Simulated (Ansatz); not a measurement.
The elements of this relaxed trial crystal are hidden behind letters.

```
lattice vectors (Å)
   4.4281    0.0000    0.0000
  -2.2141    3.8349    0.0000
   0.0000    0.0000    3.5644
fractional positions
X 0.0000 0.0000 0.0000
Z 0.3333 0.6667 0.0000
Z 0.6667 0.3333 0.0000
Z 0.5000 0.0000 0.5000
Z 0.5000 0.5000 0.5000
Z 0.0000 0.5000 0.5000
```

Computed with DFT PBE, scalar-relativistic, plane waves, PAW in Ansatz. The final run on the 6-atom cell used 420 eV, a Γ-centred 12×12×10 mesh, 0.10 eV smearing and no spin polarisation.

* Space group: P6/mmm (No. 191)
* Conventional cell: a = 4.428 Å, c = 3.564 Å
* Volume per atom: 10.09 Å³
* Density: 1.90 g/cm³
* Energy over the elements: +0.07 eV/atom
* Gap on the 12×12×10 mesh of the 6-atom cell: 0 eV (a metal)

Energies are uncorrected and count from the elements' standard states at the same level.

**Question.** X is an s-block element of period 3 and Z is an s-block element of period 2. Which elements are they?

**Answer.** X = Mg, Z = Be, so the formula is MgBe5, here in the CaCu5 type. Density times volume gives a mean mass of 1.90 × 10.09/1.6605 = 11.5 u per atom, and this set has 11.6 u. Among the elements that the hints allow, only these give it. Mg is surrounded by 6 Be at 2.56 Å and 12 Be at 2.84 Å; Be on a site of symmetry -6m2 has 6 Be at 2.19 Å, 3 Be at 2.56 Å and 3 Mg at 2.56 Å; Be on a site of symmetry mmm has 8 Be at 2.19–2.21 Å and 4 Mg at 2.84 Å.

A later test with randomly moved atoms came back to the same energy, though modes that don't fit the test's cell weren't probed.
